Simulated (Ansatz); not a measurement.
**What settings do to one calculation: a Si vacancy next to O started in the widest void in zincblende SiC, 16 atoms, charge 0**

Ansatz (PAW, plane waves), atoms fixed. The base input:

```yaml
crystal:
  lattice:
    - [8.713706, 0.000000, 0.000000]
    - [0.000000, 4.356853, 0.000000]
    - [0.000000, 0.000000, 4.356853]
  atoms:
    - { symbol: Si, position: [0.986654, 0.024875, 0.005198] }
    - { symbol: Si, position: [0.492482, 0.970212, 0.997875] }
    - { symbol: Si, position: [0.255819, 0.492044, 0.007825] }
    - { symbol: Si, position: [0.755932, 0.514161, 0.011442] }
    - { symbol: Si, position: [0.245821, 0.994183, 0.535358] }
    - { symbol: Si, position: [0.755352, 0.005631, 0.499776] }
    - { symbol: Si, position: [0.003952, 0.502461, 0.507446] }
    - { symbol: C, position: [0.140505, 0.273511, 0.245774] }
    - { symbol: C, position: [0.607655, 0.240815, 0.216887] }
    - { symbol: C, position: [0.385246, 0.786526, 0.247233] }
    - { symbol: C, position: [0.883002, 0.748209, 0.269224] }
    - { symbol: C, position: [0.375210, 0.244118, 0.775677] }
    - { symbol: C, position: [0.864348, 0.224152, 0.772816] }
    - { symbol: C, position: [0.110350, 0.754954, 0.760632] }
    - { symbol: C, position: [0.620993, 0.757857, 0.741824] }
    - { symbol: O, position: [0.376042, 0.735973, 0.733308] }
kpoints:
  mp_grid: { grid: [2, 2, 2], shift: [0.5, 0.5, 0.5] }
hamiltonian:
  xc: pbesol
scf:
  occupations: { method: fermi_dirac, width: 0.01 }
output:
  forces: true
  eigenvalues: true
  stress: true
  populations: true
```

Command:

```sh
ansatz run in.yaml --threads 8 --pin off --max-ram 13300MiB --runs-dir r --events-out ev --progress --plain
```

It converged in 8 iterations and 0.5 s of wall time on 8 threads of an EPYC 9R45 processor, on a host shared with other runs; peak host memory 0.5 GiB; largest force component 6.04 eV/Å, pressure 10.49 GPa. The cutoff was the default, 420 eV. The base isn't a converged reference: it has few k points, and its atoms are unrelaxed. Each run below changes the keys shown and caps the iterations.

```
run                                                                              changed     ending  iterations  free energy less the base (meV per atom)  rms change of forces (eV/Å)  change of pressure (GPa)  wall time (s, shared host)
  1                                  dr2_threshold 0.0001, ecutrho_ratio 2, max_iter 100  converged           6                                      -1.0                        0.002                      0.12                     0.5 CPU
  2                                                                  xc lda, max_iter 90  converged           8                                other zero                        0.132                     -4.35                     0.4 CPU
  3                                            xc_grid 1 (2 is the default), max_iter 60  converged           8                                       0.0                        0.000                      0.00                     0.4 CPU
  4                       ecutrho_ratio 2, mixing beta 0.01, max_iter 90, total_charge 2  converged          15                                other zero                        0.746                      8.54                     0.5 CPU
  5                                                       occupations fixed, max_iter 70  converged          11                                       0.0                        0.000                      0.00                     0.5 CPU
  6                                   width 1.0 eV, initial_magnetization 2, max_iter 70  converged          18                                    -439.9                        0.957                      4.03                     1.2 CPU
  7  ecutrho_ratio 6, occupations tetrahedron, xc_grid 3 (2 is the default), max_iter 80  converged          11                                       0.0                        0.000                      0.00                     0.6 CPU
  8                                                      dispersion d3bjatm, max_iter 50  converged           8                                other zero                        0.008                     -2.86                     0.5 CPU
  9                                                    dr2_threshold 0.0001, max_iter 14  converged           5                                       0.0                        0.002                      0.00                     0.4 CPU
 10                occupations gaussian, max_iter 90, k points a 2×2×1 mesh centred on Γ  converged           9                                     -81.0                        0.959                     -1.71                     0.3 CPU
```

«Other zero»: another functional, charge or dispersion term moves the zero of energy, so the difference says nothing of accuracy.

**Question.** Which changes leave the result alone, and which of the same physical model moves the forces most?

**Answer.** The forces move by under 0.002 eV/Å in runs 3, 5, 7, 9. Run 10 (occupations gaussian, max_iter 90, k points a 2×2×1 mesh centred on Γ) moves them most among the runs with the same functional, charge and dispersion term, by 0.959 eV/Å.
